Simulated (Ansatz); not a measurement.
Co2SiB2:
```cif
data_B4Co4Si2
_chemical_formula_sum 'Si2 Co4 B4'
_space_group_name_H-M_alt 'Cmmm'
_space_group_IT_number 65
_space_group_name_Hall '-C 2 2'
_cell_length_a 3.00618
_cell_length_b 10.46427
_cell_length_c 2.73391
_cell_angle_alpha 90.000
_cell_angle_beta 90.000
_cell_angle_gamma 90.000
loop_
_atom_site_label
_atom_site_type_symbol
_atom_site_symmetry_multiplicity
_atom_site_Wyckoff_symbol
_atom_site_fract_x
_atom_site_fract_y
_atom_site_fract_z
_atom_site_occupancy
Si1 Si 2 a 0.00000 0.00000 0.00000 1
Co1 Co 4 j 0.50000 0.13609 0.50000 1
B1 B 4 i 0.00000 0.20637 0.00000 1
```
(The calculation used a cell of 5 atoms; values per cell refer to that cell.)

Relaxed with PBE.

### Question
Which orbitals make up the states near the Fermi level in the program Ansatz at the PBE level (PAW)?

### Answer
Within 0.5 eV of the Fermi level: Co 3d 78 %, B 2p 11 %, Si 3p 6 %. Projections are on Löwdin-orthogonalised atomic valence shells; empty p or d shells of many metals are not among them.

### Question
Tabulate the density of states.

### Answer
States/eV per cell of 5 atoms, in 0.25 eV bins, energy from the Fermi level.

```
E (eV)  total  Co 3d  B 2p  Si 3p
------  -----  -----  ----  -----
-7.85    0.99   0.17  0.46   0.15
-7.60    1.13   0.20  0.51   0.19
-7.35    1.36   0.24  0.61   0.25
-7.10    1.27   0.23  0.56   0.25
-6.85    1.29   0.25  0.56   0.27
-6.60    1.47   0.31  0.63   0.32
-6.35    1.71   0.39  0.71   0.38
-6.10    2.16   0.55  0.93   0.48
-5.85    2.22   0.61  0.87   0.54
-5.60    2.30   0.70  0.83   0.61
-5.35    2.41   0.83  0.81   0.64
-5.10    2.55   0.95  0.84   0.63
-4.85    2.30   0.92  0.74   0.51
-4.60    2.34   1.10  0.65   0.45
-4.35    3.19   1.76  0.82   0.41
-4.10    3.13   1.91  0.72   0.34
-3.85    3.34   2.30  0.59   0.30
-3.60    2.96   2.23  0.42   0.19
-3.35    2.09   1.64  0.26   0.13
-3.10    2.93   2.33  0.42   0.10
-2.85    2.18   1.84  0.20   0.07
-2.60    3.15   2.73  0.19   0.13
-2.35    4.81   4.26  0.17   0.17
-2.10    7.00   6.17  0.23   0.17
-1.85    4.57   4.14  0.16   0.11
-1.60    3.53   3.23  0.14   0.06
-1.35    2.63   2.47  0.07   0.05
-1.10    3.80   3.54  0.13   0.07
-0.85    3.74   3.43  0.17   0.08
-0.60    3.56   3.08  0.29   0.11
-0.35    6.89   5.81  0.59   0.30
-0.10    3.21   2.40  0.41   0.24
0.15     1.72   1.14  0.24   0.13
0.40     1.49   0.88  0.23   0.13
0.65     1.50   0.82  0.27   0.15
0.90     1.70   0.89  0.34   0.18
1.15     2.01   1.04  0.45   0.18
1.40     2.83   1.43  0.73   0.19
1.65     1.47   0.67  0.44   0.14
1.90     1.54   0.68  0.35   0.17
2.15     1.99   0.76  0.41   0.19
2.40     2.08   0.72  0.43   0.25
2.65     2.47   0.81  0.52   0.39
2.90     2.48   0.74  0.56   0.44
3.15     2.27   0.57  0.55   0.43
3.40     2.21   0.49  0.57   0.39
3.65     1.80   0.35  0.49   0.30
3.90     1.70   0.30  0.47   0.30
4.15     1.56   0.25  0.45   0.29
4.40     1.60   0.22  0.48   0.30
4.65     1.59   0.20  0.50   0.32
```

The start of the workflow was typed in or built on a structure type; neither database checked (COD, Materials Project) lists it. Its standing as an ambient phase is unchecked. The cell was relaxed with PBE under the symmetry of its start; whether a distortion lowers the energy is not shown. The workflow began spin-polarised and lost its moments.

Potentials: the later of the program's two PAW sets.
